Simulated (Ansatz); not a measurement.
The elements of this relaxed trial crystal are hidden behind letters.

```
lattice vectors (Å)
  -3.0510    3.0510    7.5979
   3.0510   -3.0510    7.5979
   3.0510    3.0510   -7.5979
fractional positions
X 0.1356 0.6044 0.0000
X 0.8644 0.8644 0.4688
X 0.6044 0.1356 0.0000
X 0.3956 0.3956 0.5312
Z 0.5000 0.5000 0.0000
Q 0.2500 0.7500 0.5000
Q 0.7500 0.2500 0.5000
```

Method: DFT PBE, scalar-relativistic, plane waves, PAW in Ansatz 0.2.0. The final run on the 7-atom cell used 420 eV, a Γ-centred 10×10×10 mesh, 0.10 eV smearing and no spin polarisation.

* Space group: I-42m (No. 121)
* Conventional cell: a = 6.102 Å, c = 15.196 Å
* Volume per atom: 40.42 Å³
* Density: 2.03 g/cm³
* Formation energy: −0.84 eV/atom
* Gap on the 10×10×10 mesh of the 7-atom cell: 0 eV (the bands overlap slightly)

Energies are uncorrected and count from the elements' standard states at the same level.

Problem. X is an s-block element of period 4, Z is a p-block element of period 3 and Q is a p-block element of period 4. Which elements are they?

Solution. X = Ca, Z = Si, Q = Se, so the formula is Ca4SiSe2. Density times volume gives a mean mass of 2.03 × 40.42/1.6605 = 49.4 u per atom, and this set has 49.5 u. Ca is surrounded by 1 Si at 2.83 Å and 2 Se at 2.83 Å; Si has 4 Ca at 2.83 Å; around Se lie 4 Ca at 2.83 Å. Other sets within the hints have nearly the same mass, so mass alone doesn't settle it; this one was computed.

The zero gap may come from the functional, which often closes small gaps. A structure relaxed within its symmetry needn't be a true minimum.
